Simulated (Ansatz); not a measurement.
**Property card for Be$_{2}$NiH**

All numbers below come from DFT PBE, scalar-relativistic, plane waves, PAW in Ansatz 0.2.0.

Cutoff 420 eV; k points 14×14×18 on the computed 4-atom cell (Γ-centred); Gaussian smearing, width 0.10 eV; no spin polarisation.

The structure is relaxed at this level of theory with its symmetry kept, and needn't be the ground state of this composition.

```cif
data_structure
_symmetry_space_group_name_H-M 'P4/mmm'
_symmetry_Int_Tables_number 123
_cell_length_a 3.5862
_cell_length_b 3.5862
_cell_length_c 2.5405
_cell_angle_alpha 90.000
_cell_angle_beta 90.000
_cell_angle_gamma 90.000
_cell_volume 32.67
loop_
_atom_site_label
_atom_site_type_symbol
_atom_site_symmetry_multiplicity
_atom_site_Wyckoff_symbol
_atom_site_fract_x
_atom_site_fract_y
_atom_site_fract_z
_atom_site_occupancy
Be1 Be 2 e 0.00000 0.50000 0.50000 1
Ni1 Ni 1 a 0.00000 0.00000 0.00000 1
H1 H 1 d 0.50000 0.50000 0.50000 1
```

(1) Formation energy from the elements' standard states (uncorrected)?

(2) Kohn–Sham band gap?

(3) Density of states at the Fermi level?

(4) Bader charge by site (e)?

A magnetic start lost its moments in a first run, so spin was left out; other magnetic orders weren't tried.

## Answers

(1) +0.142 eV/atom.

(2) none (metal).

(3) 1.3 states/eV per cell.

(4) Be (2 in the cell) 1.43, Ni (1 in the cell) -2.22, H (1 in the cell) -0.64.

The cell was found from a structure generator's guess, not taken from experiment.
